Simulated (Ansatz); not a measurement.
Relaxed-ion elastic tensor of LaN (CsCl type, Pm-3m) in GPa (Voigt order), plane-wave PAW r²SCAN (Ansatz code); density 8.00 g/cm³, 15.87 Å³ per atom.

```
  376   14.0   14.0    0.0    0.0    0.0
 14.0    376   14.0    0.0    0.0    0.0
 14.0   14.0    376    0.0    0.0    0.0
  0.0    0.0    0.0  -46.1    0.0    0.0
  0.0    0.0    0.0    0.0  -46.1    0.0
  0.0    0.0    0.0    0.0    0.0  -46.1
```

**Question.** Is the crystal mechanically stable?

**Answer.** No: the smallest eigenvalue of C is -46.1 GPa.

The start of the workflow was typed in or built on a structure type; neither database checked (COD, Materials Project) lists it. COD files the formula under space group No. 225, so this cell is another polymorph or a model. Whether it is the stable phase at ambient conditions was not checked. The r²SCAN relaxation kept the symmetry of its start. At this level the phase is mechanically unstable. As this level gives no gap, shear constants depend on the k-mesh and smearing (Fermi–Dirac, 0.1 eV here). Scalar-relativistic: spin–orbit coupling is off unless named, which matters more the heavier the elements.

Potentials: the later of the program's two PAW sets.
